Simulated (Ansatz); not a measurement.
## ZrC: modes against the lattice constant

The calculation used Ansatz, DFT LDA, scalar-relativistic, plane waves, PAW. Plane waves to 420 eV; Γ-centred k mesh 16×16×16; Fermi-Dirac smearing of 0.15 eV. No spin polarisation. Phonons by linear response, acoustic sum rule imposed.

The cell is fixed (symmetry leaves no force on the atoms) and stands under 44.9 GPa:
```
CELL_PARAMETERS angstrom
0.00000 2.21650 2.21650
2.21650 0.00000 2.21650
2.21650 2.21650 0.00000
ATOMIC_POSITIONS crystal
Zr 0.00000 0.00000 0.00000
C 0.50000 0.50000 0.50000
```

The cell is the ideal cubic rocksalt prototype. In a metal, frequencies and elastic constants depend on the k mesh and the smearing, soft modes and shear constants most.

Q: How do the optical zone-centre modes (counted from the lowest optical one, degenerate ones once; i marks imaginary ones) of this metal change over a = 4.433 and 4.710 Å?

A:
| a (Å) | 4.433 | 4.710 |
| --- | --- | --- |
| pressure (GPa) | 44.9 | -9.9 |
| mode 1 (cm⁻¹) | 573 | 411 |